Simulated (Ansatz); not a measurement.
Ansatz input

```yaml
crystal:
  lattice:
    - [-1.2242827824, 1.2242758109, 1.73130843]
    - [1.2242758109, -1.2242827824, 1.73130843]
    - [1.2242818965, 1.2242818965, -1.7313211982]
  atoms:
    - { symbol: C, position: [0.9999990826, 9.174e-07, 0.0] }
    - { symbol: C, position: [0.7500009174, 0.2499990826, 0.5] }
hamiltonian:
  xc: r2scan
  pseudopotentials:
    kind: paw
    azcp:
      C: "pseudopotentials/C.paw.azcp"
basis:
  ecutwfc: 500
  fft_grid_basis: typed
kpoints:
  mp_grid: { grid: [17, 17, 20], shift: [0, 0, 0] }
magnetization:
  spin_polarized: false
scf:
  occupations: { method: fermi_dirac, width: 0.1 }
  lower_state_search: "off"
output:
  stress: true
```

Terminal output

```
Warning: 44 symmetry operations that the atoms keep within the bar at which the run's group was sought (crystal.symmetry.tolerance 1.0e-5, or twice it) were not taken beside the 4 unitary ones that the detection took (of a slab, those that keep its plane). If the more symmetric cell is meant, write the vectors of crystal.lattice to more decimals, or, with the positions in fractional coordinates, give it by lengths and angles (which lays the cell in the standard orientation, to which the deck's other Cartesian keys then refer), with the lengths that are meant to be equal typed equal, the angles likewise, and each angle that the symmetry fixes typed at its exact value (of a frozen-density pass: in the run whose state it reads). The detection then takes those 44 too, where the atoms keep them as a group. The lattice (crystal.lattice as typed, or as saved on a frozen-density pass laid at its state's geometry) misses each of them by more than the tolerance, the farthest off changing a squared length by the fraction 9.8e-5. The run does not impose them: its cell is that one, or, where this deck is also told that its lattice was moved onto its group, that cell laid onto the operations that were taken. If the cell is strained on purpose, what lies past the tolerance is rightly left out.
Engine: ansatz 0.2.0, x86_64-unknown-linux-gnu
Pseudopotentials: kind: paw
Pseudopotential: C, paw, valence charge 4, recommended cutoff 500 eV (meta_gga) 
Functional definition: r2SCAN
  parameter k0 = 0.174
  parameter k1 = 0.065
  parameter a1 = 4.9479
  exchange = r2scan_x(k0 = k0, k1 = k1, a1 = a1)
  correlation = r2scan_c
Crystal: 2 atoms, lattice volume = 10.380 Å³
Basis set: ecut = 500 eV, 259 PW (Γ), exchange–correlation on 72×72×72 points (64 copies of the dense FFT grid, shifted against one another)
Bands: 8, of which v1, the nominal top of the filled ones, is band 4 counted from 1 (3 counted from 0)
Symmetry: 4 space group operations
Space group: C2/c (ITA 15), of the structure as read, at distance tolerance 1.1e-5 Å
k-points: 1539 of 5780
Non-local potential: C, projectors of the file, l = 0: 2, l = 1: 2, l = 2: 1
PAW form: soft (Blöchl's): semilocal exchange-correlation on the pseudo side does not see the compensation charge
PAW frozen core: C, regenerated for the run's functional (the file was generated under x = pbe(κ = 0.804, μ = 0.2195149727645171), c = pbe(β = 0.06672455060314922))
PAW one-centre angular grid: C, 302 points (default); XC on 239 of its mesh's 2573 points in the sphere
Initial density: superposition of atomic densities (neutral atoms: chi_scale 0, normalization atom), corrected by the library's trained network
Initial wavefunctions: pseudopotential atomic-orbital guess
Functional: x = r2scan, c = r2scan; τ floored in thin density (d = 2e-4 eV/Å³)
SCF iter   1: F=-502.993948 eV  HF=-502.932743 eV  |F-HF|=6.12e-2  |Δ(HF+E_count)|=         —  Δρ=9.99e-3  dr2=3.36e-3  dr2_τ=4.92e-1  ethr=1.77e-3  ⟨swp⟩=4.7  Hψ=81876  notcnv=0
SCF iter   2: F=-502.996067 eV  HF=-502.996047 eV  |F-HF|=2.06e-5  |Δ(HF+E_count)|=   6.33e-2  Δρ=6.15e-3  dr2=1.13e-3  dr2_τ=7.77e-5  ethr=4.20e-5  ⟨swp⟩=2.0  Hψ=36936  notcnv=0
SCF iter   3: F=-502.996115 eV  HF=-502.996102 eV  |F-HF|=1.26e-5  |Δ(HF+E_count)|=   5.53e-5  Δρ=1.18e-3  dr2=4.39e-5  dr2_τ=1.16e-5  ethr=1.42e-5  ⟨swp⟩=2.0  Hψ=18051  notcnv=0
SCF iter   4: F=-502.996118 eV  HF=-502.996117 eV  |F-HF|=8.96e-7  |Δ(HF+E_count)|=   1.46e-5  Δρ=1.66e-4  dr2=7.54e-7  dr2_τ=7.37e-8  ethr=5.49e-7  ⟨swp⟩=2.0  Hψ=17785  notcnv=0
iter 5 did not close the SCF: its close was put off for the readings that it lacked (scf_convergence_deferred on its scf_iter line)
SCF iter   5: F=-502.996118 eV  HF=-502.996118 eV  |F-HF|=1.28e-8  |Δ(HF+E_count)|=   9.48e-7  Δρ=2.76e-5  dr2=2.33e-8  dr2_τ=3.02e-9  ethr=9.42e-9  ⟨swp⟩=2.0  Hψ=18484  notcnv=0
SCF iter   6: F=-502.996118 eV  HF=-502.996118 eV  |F-HF|=1.57e-11  |Δ(HF+E_count)|=   1.35e-8  Δρ=7.69e-7  dr2=1.27e-11  dr2_τ=2.78e-12  ethr=2.92e-10  ⟨swp⟩=2.0  Hψ=42774  notcnv=0
SCF 1 converged in 6 iterations: F = -502.996118 eV  dr2 = 1.27e-11
SCF converged after 6 iterations
Free energy (F): -502.996118 eV
Harris-Foulkes:  -502.996118 eV  (|F-HF|=1.57e-11)
Internal energy: -502.996118 eV  (E = F + TS)
E sigma→0 (E₀):  -502.996118 eV
Fermi energy:    17.207077 eV
--- Per-component energies (eV) ---
  E_band       = 38.906126
  E_kinetic    = 190.625782
  E_local      = -114.875168  (includes V_loc(G=0)·N_el)
  E_nonlocal   = 53.734934
  E_hartree    = 25.522442
  E_xc         = -97.539192
  E_vxc        = -134.883353  (∫ρ·V_xc dr)
  E_paw        = -202.002090  (= ΣΔE_a)
  E_vpaw       = -13.848989  (= ΣTr[D̂ρ^β])
  E_aug_tail   = 0.000009  (compensation charges beyond the density's cutoff)
  E_vtau       = 7.108040  (kinetic-family band-sum trace: ∫τ·v_τ [+ j·A + Jᵃ·Aᵃ] dr)
  E_ewald      = -358.413288
  E_core_change = -0.049547  (= ΣΔE_core)
  E_smearing   = -0.000000  (= −TS)
  E_closure    = 0.000000  (closes the sum)
  Σ components = -502.996118   (vs F -502.996118, Δ=0.00e0)
--- Stress (GPa, compression-positive) ---
       43.691132       0.000318       0.004784
        0.000318      43.691132       0.004784
        0.004784       0.004784      43.743469
  P = ⅓ Tr σ = 43.7086 GPa (437.086 kbar)
```

Launched by

```sh
ansatz run input.yaml --threads 1 --pin off --max-ram 3584MiB --backend cpu --events-out ev --progress --plain --runs-dir out
```

On 1 thread of Intel(R) Xeon(R) Platinum 8259CL CPU @ 2.50GHz (Skylake/Cascade Lake) (shared host) this took about 24 s of wall time and 24 s of CPU time.
